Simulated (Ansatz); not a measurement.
Input file for Ansatz (a first-principles code):

Ansatz 0.2 input:
```yaml
crystal:
  lattice:
    - [1.5723470213, 0.907794976, 5.7833301639]
    - [-1.5723470213, 0.907794976, 5.7833301639]
    - [0.0, -1.8155899521, 5.7833301639]
  atoms:
    - { symbol: Nb, position: [0.5, 0.5, 0.5] }
    - { symbol: Cu, position: [0.0, 0.0, 0.0] }
    - { symbol: N, position: [0.1057626622, 0.1057626622, 0.1057626622] }
    - { symbol: N, position: [0.8942373378, 0.8942373378, 0.8942373378] }
kpoints:
  mp_grid: { grid: [10, 10, 10] }
hamiltonian:
  xc: r2scan
  pseudopotentials: { kind: paw }
scf:
  occupations: { method: fixed }
checkpoint: { read: static.run }
output: { write_density: true, elf: true, volumetric_format: npy }
basis: { fft_grid_basis: typed }
```

Output (shortened):

```
Pseudopotentials: kind: paw
Pseudopotential: Nb, paw, valence charge 13
Pseudopotential: Cu, paw, valence charge 19
Pseudopotential: N, paw, valence charge 5
Functional definition: r2SCAN
Crystal: 4 atoms, lattice volume = 49.530 Å³
Basis set: ecut = 500 eV, 1245 PW (Γ), exchange–correlation on 180×180×180 points (64 copies of the dense FFT grid, shifted against one another)
Bands: 26, of which v1, the nominal top of the filled ones, is band 21 counted from 1 (20 counted from 0)
Symmetry: 12 space group operations
Space group: R-3m (ITA 166), of the structure as read, at distance tolerance 3.7e-5 Å
k-points: 116 of 1000
PAW frozen core: Nb, regenerated for the run's functional
PAW frozen core: Cu, regenerated for the run's functional
PAW frozen core: N, regenerated for the run's functional
Initial density: read from a saved state, or passed on in memory by an earlier SCF of this step, an earlier step, the calling program or the single point that …
Stability of the state it starts from, as read at its close in the unpolarized treatment …
Initial wavefunctions: pseudopotential atomic-orbital guess
Eigensolver: davidson
Functional: x = r2scan, c = r2scan; τ floored in thin density (d = 2e-4 eV/Å³)
iter 1 solved again at ethr=3.84e-8 eV; its pass at ethr=3.10e-3 eV (dr2=1.61e-5 eV) is discarded
SCF iter   1: F=—  HF=-11966.815941 eV  |F-HF|=—  |Δ(HF+E_count)|=         —  Δρ=1.06e-6  dr2=6.03e-10  dr2_τ=6.52e-11  ethr=3.84e-8  ⟨swp⟩=3.5  Hψ=19376  notcnv=0  defer=348
all-band conjugate gradients solve this SCF's bands
preconditioner: auto → none
SCF iter   2: F=-11966.815941 eV  HF=-11966.815941 eV  |F-HF|=1.93e-9  |Δ(HF+E_count)|=   1.00e-7  Δρ=1.88e-6  dr2=2.22e-9  dr2_τ=2.99e-10  ethr=1.44e-12  ⟨swp⟩=9.1  Hψ=12685  notcnv=0
SCF 1 converged in 2 iterations: F = -11966.815941 eV  dr2 = 2.22e-9
SCF converged after 2 iterations
Free energy (F): -11966.815941 eV
Harris-Foulkes:  -11966.815941 eV  (|F-HF|=1.93e-9)
Internal energy: -11966.815941 eV  (E = F + TS)
E sigma→0 (E₀):  -11966.815941 eV
Fermi energy:    12.484742 eV
--- Per-component energies (eV) ---
  E_band       = -582.483479
  E_kinetic    = 954.390596
  E_local      = -6229.813069  (includes V_loc(G=0)·N_el)
  E_nonlocal   = 603.350211
  E_hartree    = 2612.391419
  E_xc         = -372.271208
  E_vxc        = -528.891080  (∫ρ·V_xc dr)
  E_paw        = -5026.091270  (= ΣΔE_a)
  E_vpaw       = -639.313127  (= ΣTr[D̂ρ^β])
  E_aug_tail   = 0.000199  (compensation charges beyond the density's cutoff)
  E_vtau       = 33.009954  (kinetic-family band-sum trace: ∫τ·v_τ [+ j·A + Jᵃ·Aᵃ] dr)
  E_ewald      = -4508.220151
  E_core_change = -0.552668  (= ΣΔE_core)
  E_smearing   =  0.000000  (= −TS)
  E_closure    =  0.000000  (closes the sum)
  Σ components = -11966.815941   (vs F -11966.815941, Δ=0.00e0)
  [band-id]    e_kinetic+e_local+e_nonlocal+2·e_hartree+e_vxc+e_vpaw+e_augmentation_tail+e_vtau = -582.483478   (vs E_band -582.483479, Δ=1.28e-6)
--- Band table (eV; the first three rows and the last of 116) ---
  k-point 0: bands = ["-103.2631", "-59.3034", "-58.9957", "-58.9957", "-45.3958", "-20.7917", "-20.3993", "-20.3993", "-4.1002", "-1.8150", "4.9264", "6.8612", "6.8612", "9.0606", "9.9318", "10.4377", "10.4377", "10.5915", "10.5915", "11.3858", "11.3858", "13.3825", "13.3825", "14.0552", "17.4476", "19.8545"]
  k-point 1: bands = ["-103.2631", "-59.3033", "-58.9962", "-58.9958", "-45.3878", "-20.7762", "-20.4777", "-20.4151", "-3.9313", "-1.9271", "5.1137", "6.7407", "6.9895", "9.0673", "10.0435", "10.3837", "10.4481", "10.5370", "10.7326", "10.8492", "11.0896", "13.6405", "13.8643", "14.1395", "17.5308", "19.1519"]
  k-point 2: bands = ["-103.2630", "-59.3032", "-58.9975", "-58.9962", "-45.3667", "-20.7377", "-20.6756", "-20.4563", "-3.4932", "-2.2008", "5.6268", "6.6062", "7.3073", "8.7118", "9.7626", "10.0303", "10.1865", "10.5533", "10.6049", "11.0123", "11.2563", "13.8597", "14.4365", "14.6637", "17.5561", "18.5521"]
  k-point 115: bands = ["-103.2631", "-59.3034", "-58.9957", "-58.9957", "-45.3958", "-20.7927", "-20.3993", "-20.3993", "-3.8641", "-2.2464", "6.2477", "7.0139", "7.0139", "7.8644", "9.1225", "9.6235", "9.6235", "10.4487", "10.4487", "12.4847", "12.4847", "13.3284", "13.3284", "15.5298", "17.5987", "19.3932"]
  band table: 26 of 26 bands, residual norms ≤ 1.0e-3 eV
```

Cost: about 18 core-seconds (a rough figure) on shared cores.

The start of the workflow was typed in or built on a structure type; neither database checked (COD, Materials Project) lists it. Its standing as an ambient phase is unchecked. The r²SCAN relaxation kept the symmetry of its start; whether a distortion lowers the energy is not shown. The run is not spin-polarised. Scalar-relativistic: spin–orbit coupling is off unless named, which matters more the heavier the elements.

Potentials: the later of the program's two PAW sets.

Ansatz is a plane-wave DFT program.
